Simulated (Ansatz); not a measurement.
Relaxed-ion elastic tensor of CaTiSe$_{2}$ in space group P-3m1 (No. 164; Se on 2d, Ti on 1a, Ca on 1b) in GPa (Voigt order), PBE+D3(BJ) (plane waves, PAW; program Ansatz); density 4.93 g/cm³, 20.71 Å³ per atom.

```
 113  46.3  59.8   5.3   0.0   0.0
46.3   113  59.8  -5.3   0.0   0.0
59.8  59.8   145   0.0   0.0   0.0
 5.3  -5.3   0.0  69.7   0.0   0.0
 0.0   0.0   0.0   0.0  69.7   5.3
 0.0   0.0   0.0   0.0   5.3  33.2
```

Problem. Is the crystal mechanically stable?

Solution. Yes: the smallest eigenvalue of C is 32.5 GPa.

Problem. Work out the Voigt, Reuss and Hill averages.

Solution. K_V = 78.0, K_R = 75.8, K_H = 76.9; G_V = 48.1, G_R = 41.8, G_H = 45.0 GPa.

Problem. Give Young's modulus, Poisson's ratio, Pugh's ratio and the universal anisotropy index.

Solution. E = 9KG/(3K + G) = 113 GPa; ν = 0.26; K/G = 1.71 (near the Pugh limit of 1.75, no verdict); A_U = 5G_V/G_R + K_V/K_R − 6 = 0.78.

Problem. Estimate the sound speeds and the Debye temperature.

Solution. v_l = √((K + 4G/3)/ρ) = 5270 m/s, v_t = √(G/ρ) = 3020 m/s, mean 3360 m/s; Θ = (h/k)(3n/4πV)^(1/3) v_m = 364 K.

Problem. Solve the Christoffel equation for the three sound speeds along x, y, z.

Solution. Eigenvalues of C_ijkl n_j n_l equal ρv². In km/s, slowest first: x 2.57, 3.78, 4.78; y 2.60, 3.74, 4.80; z 3.76, 3.76, 5.41.

Problem. How much does each axis shrink under pressure?

Solution. Linear compressibilities β_i = Σ_j S_ij (j = 1 to 3): x 5.3, y 5.3, z 2.5 per TPa.

A made-up cell: these elements were put on the sites of a structure type; neither database checked (COD, Materials Project) lists it. Its standing as an ambient phase is unchecked. The PBE+D3(BJ) relaxation kept the symmetry of its start; of distortions, only those at the zone centre were tested. The run is not spin-polarised. As this level gives no gap, shear constants depend on the k-mesh and smearing (Fermi–Dirac, 0.1 eV here).

Potentials: the later of the program's two PAW sets.
